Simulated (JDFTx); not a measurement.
System: Os(0001) (P6_3/mmc bulk; lattice of mp-49, not re-optimised at this level), 1x1 cell of 4 atoms in 4 planes, area 6.53 Å² a face, 6.4 Å between the outermost planes in a cell 22.5 Å high; k mesh 10×10×1, Fermi width 0.01 Ha, no spin polarisation.

Level of theory: PBE, GBRV ultrasoft potentials, plane waves to 20/100 Ha; code: JDFTx (a modified build). Liquid on both sides: SCCS (g09 parameters), water, 1 M NaCl; nuclei fixed. 

Charging data:

```csv
U − U_pzc (V),σ (μC/cm²)
-0.38,-3.79
-0.18,-1.80
0.00,0.00
```

Working it through: a check of Lippmann's equation. The grand free energy per area against the neutral slab, Δγ = [F(N) − F(N₀) − μ(N − N₀)]/2A, is taken from the total energies of the same runs.

```
U − U_pzc (V)  Δγ (mJ/m²)
-------------  ----------
-0.38                -7.2
-0.18                -1.6
0.00                  0.0
```

Δγ is largest at zero charge and falls away from it, as dγ/dU = −σ demands. At -0.38 V the computed -7.2 mJ/m² stands beside -7.1 mJ/m² from the constant-capacitance formula.
